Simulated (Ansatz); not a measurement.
TaC:
```xyz
2
Lattice="0.0000 2.3953 2.3953 2.3953 0.0000 2.3953 2.3953 2.3953 0.0000" Properties=species:S:1:pos:R:3 pbc="T T T"
Ta     0.0000     0.0000     0.0000
C      1.1977     1.1977     1.1977
```

Relaxed with PBEsol. Special points in fractions of this cell's reciprocal vectors: Γ (0.000, 0.000, 0.000); X (0.500, 0.000, 0.500); U (0.625, 0.250, 0.625); K (0.375, 0.375, 0.750); L (0.500, 0.500, 0.500); W (0.500, 0.250, 0.750).

Q: List the band energies nearest the Fermi level at these points for DFT-PBEsol in the program Ansatz with PAW potentials.

A: In eV from the Fermi level; about four levels below and three above (degenerate sets whole), none deeper than 8.9 eV; points with the same levels are listed once.

| k | below | above |
|---|---|---|
| Γ | -4.52 -4.52 -4.52 | 1.37 1.37 2.78 |
| X | -6.37 -1.74 -1.74 -1.23 | 2.86 3.06 4.02 4.02 |
| U | -5.51 -2.75 -2.42 -1.32 | 1.89 2.81 5.65 |
| L | -4.73 -3.84 -3.84 | 2.24 2.24 2.28 |
| W | -4.96 -3.83 -1.94 -1.29 | 1.49 3.07 4.86 |

Space group F-43m (zinc blende). The start of the workflow was typed in or built on a structure type; neither database checked (COD, Materials Project) lists it. It is not the phase usual at ambient conditions (space group No. 225). The cell was relaxed with PBEsol under the symmetry of its start; its stability against distortions is not shown here. The run is not spin-polarised. Spin–orbit coupling is left out wherever it is not named.

Potentials: the earlier of the program's two PAW sets. The files were generated under PBE; for other functionals the program regenerates the frozen cores, and for LDA and PBEsol the local potential too.
